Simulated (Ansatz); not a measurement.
Magnetic orders of CoO

The calculation used DFT PBEsol+U, scalar-relativistic, plane waves, PAW in Ansatz.

```
Co O
1.0
     0.00000    2.17448    2.17448
     2.17448    0.00000    2.17448
     2.17448    2.17448    0.00000
Co O
1 1
Direct
  0.00000 0.00000 0.00000
  0.25000 0.25000 0.25000
```

| Item | Value |
| --- | --- |
| plane-wave cutoff | 420 eV |
| Γ-centred k-mesh | 16×16×16 |
| occupation rule | Gaussian smearing, 0.05 eV |
| U_eff on Löwdin-orthogonalised atomic d orbitals | Co 3 eV |
| list of starting moments (μB, in atom order) | 3 0 |
| check for lower electronic states after the SCF | on |

All runs keep this geometry, which isn't relaxed for the lowest state (largest force there 0.530 eV/Å, pressure 21.7 GPa) and needn't be a stable compound; relaxing each order would shift the differences by some 53 meV/atom, going by the pressures and a bulk modulus of about 150 GPa. A propagation vector, in units of the reciprocal vectors, doubles the cell, which takes an equally dense mesh. Site moments are spin moments in atom-centred spheres that scale with the neighbour distance. The states are those that the runs reached from these starts; a lower one can exist.

Question: Order the starts by the energy of the state that they reach, lowest first.
A. ferromagnetic
B. antiferromagnetic, doubled cell, propagation vector (0, 0, 1/2)

Answer: B (0.00 meV/atom), A (93.2 meV/atom).

```tsv
start	ends	energy above lowest (meV/atom)	site moments (μB)	gap on mesh (eV)	P (GPa)
ferromagnetic	ferromagnetic	93.2	Co +2.33, O +0.26	metal	26.9
antiferromagnetic, doubled cell, propagation vector (0, 0, 1/2)	antiferromagnetic	0.00	Co +2.22, O +0.12, Co -2.22, O -0.12	0.70	21.7
```

Cost: 2 runs of about 2.4 core-minutes in all, on Intel Xeon Processor @ 2.70GHz (shared hosts).